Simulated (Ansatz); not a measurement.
SnI₂O₆F₂: what each run costs

Cell: 22 atoms, space group P2_1, a = 5.436 Å, b = 9.910 Å, c = 6.281 Å, α = 90.00°, β = 105.44°, γ = 90.00°.

All runs are DFT with Ansatz 0.2.0 on 2 threads of Arm Neoverse V2 (aarch64; 32 cores open to the job, memory cap 5.0 GiB, no GPU), a shared host.

(1) Rank the runs by wall time, shortest first.
A. single point, PBE, 420 eV, 4×2×4 k-points, smearing 0.02 eV
B. relaxation of the ions, PBE, 420 eV, 4×2×4 k-points, smearing 0.02 eV
C. single point at relaxed positions, r2SCAN, 500 eV, 4×2×4 k-points, smearing 0.02 eV

Answers

(1) A (71 s, 1 GiB), C (2 min, 1.6 GiB), B (5.4 min, 1.2 GiB).
